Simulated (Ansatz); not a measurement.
Data:

Si2Mo:
```yaml
crystal:
  lattice:
    - [-1.60107, 1.60107, 3.90987]
    - [1.60107, -1.60107, 3.90987]
    - [1.60107, 1.60107, -3.90987]
  atoms:
    - { symbol: Si, position: [0.66467, 0.66467, 0.00000] }
    - { symbol: Si, position: [0.33533, 0.33533, 0.00000] }
    - { symbol: Mo, position: [0.00000, 0.00000, 0.00000] }
```

This is the r²SCAN-relaxed structure.

Question: All from r²SCAN in the plane-wave PAW code Ansatz, unless another level is named. Predict the electronic character.

Answer: metallic (no gap).

Question: What about the formation energy from the elements (no fitted shifts)?

Answer: -0.47 eV/atom.

Question: What about the density of states at the Fermi level?

Answer: 0.07 states/eV per atom (mean over ±0.08 eV).

Space group I4/mmm (MoSi2 or CaC2 type). Symmetry was held in the r²SCAN relaxation. The run is not spin-polarised. The references are the lowest solids computed at this level, not always the standard phases. Scalar-relativistic: spin–orbit coupling is off unless named, which matters more the heavier the elements.

Potentials: the earlier of the program's two PAW sets.
